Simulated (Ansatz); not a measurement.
LuF3:
Space group P-3c1 (No. 165); a = 6.6578 Å, b = 6.6578 Å, c = 6.8453 Å, α = 90.00°, β = 90.00°, γ = 120.00°

```tsv
atom	site	symmetry	x	y	z
Lu	6f	.2.	0.3469	0.3469	0.2500
F	2a	32.	0.0000	0.0000	0.2500
F	4d	3..	0.3333	0.6667	0.1821
F	12g	1	0.3757	0.0703	0.0782
```

Relaxed with r²SCAN.

Q: Which orbitals make up the states near the band edges in DFT-r²SCAN in the program Ansatz with PAW potentials?

A: Top 1 eV of the valence band: Lu 4f 75 %, F 2p 25 %. Bottom 1 eV of the conduction band: Lu 5d 82 %, F 2s 6 %. Projections are on Löwdin-orthogonalised atomic valence shells; empty p or d shells of many metals are not among them.

Q: Tabulate the density of states.

A: States/eV per cell of 24 atoms, in 0.25 eV bins, energy from the valence-band maximum.

```tsv
E (eV)	total	F 2p	Lu 4f	Lu 5d
-4.45	0.00	0.00	0.00	0.00
-4.20	14.78	12.50	0.17	1.24
-3.95	21.56	17.95	0.23	2.69
-3.70	25.13	21.24	0.36	2.80
-3.45	27.90	23.96	0.51	2.64
-3.20	23.62	20.57	0.61	1.78
-2.95	22.35	19.61	0.79	1.37
-2.70	26.10	22.75	1.30	1.47
-2.45	21.56	18.74	1.25	1.06
-2.20	31.53	27.14	2.44	1.30
-1.95	38.98	32.44	4.75	1.22
-1.70	33.21	27.05	4.76	0.99
-1.45	31.68	24.03	6.55	0.77
-1.20	34.47	24.00	9.69	0.48
-0.95	42.27	24.42	17.20	0.41
-0.70	154.34	14.83	138.84	0.38
-0.45	135.63	29.35	105.05	0.79
-0.20	75.70	36.78	38.13	0.49
0.05	7.20	3.97	3.16	0.03
0.30	0.00	0.00	0.00	0.00
0.55	0.00	0.00	0.00	0.00
0.80	0.00	0.00	0.00	0.00
1.05	0.00	0.00	0.00	0.00
1.30	0.00	0.00	0.00	0.00
1.55	0.00	0.00	0.00	0.00
1.80	0.00	0.00	0.00	0.00
2.05	0.00	0.00	0.00	0.00
2.30	0.00	0.00	0.00	0.00
2.55	0.00	0.00	0.00	0.00
2.80	0.00	0.00	0.00	0.00
3.05	0.00	0.00	0.00	0.00
3.30	0.00	0.00	0.00	0.00
3.55	0.00	0.00	0.00	0.00
3.80	0.00	0.00	0.00	0.00
4.05	0.00	0.00	0.00	0.00
4.30	0.00	0.00	0.00	0.00
4.55	0.00	0.00	0.00	0.00
4.80	0.00	0.00	0.00	0.00
5.05	0.00	0.00	0.00	0.00
5.30	0.00	0.00	0.00	0.00
5.55	0.00	0.00	0.00	0.00
5.80	0.00	0.00	0.00	0.00
6.05	0.00	0.00	0.00	0.00
6.30	0.00	0.00	0.00	0.00
6.55	0.00	0.00	0.00	0.00
6.80	0.00	0.00	0.00	0.00
7.05	0.00	0.00	0.00	0.00
7.30	0.00	0.00	0.00	0.00
7.55	0.00	0.00	0.00	0.00
7.80	0.00	0.00	0.00	0.00
8.05	0.00	0.00	0.00	0.00
8.30	0.00	0.00	0.00	0.00
8.55	0.00	0.00	0.00	0.00
8.80	0.25	0.01	0.00	0.08
9.05	13.74	0.46	0.00	11.59
9.30	21.82	1.07	0.00	17.71
9.55	17.41	0.92	0.00	14.22
9.80	24.66	1.36	0.00	20.55
10.05	26.00	1.77	0.00	21.34
10.30	24.63	2.05	0.01	20.05
10.55	22.55	2.18	0.01	18.25
10.80	15.07	1.63	0.00	11.99
11.05	28.05	3.20	0.01	22.64
11.30	19.15	2.45	0.00	14.57
11.55	11.21	1.36	0.00	8.08
11.80	16.49	2.22	0.00	12.26
```

The first step of the workflow began from a Materials Project structure, measured or hypothetical; the Crystallography Open Database copy checked does not list it. Whether it is the stable phase at ambient conditions was not checked. The r²SCAN relaxation kept the symmetry of its start; whether a distortion lowers the energy is not shown. Scalar-relativistic: spin–orbit coupling is off unless named, which matters more the heavier the elements.

Potentials: the later of the program's two PAW sets.
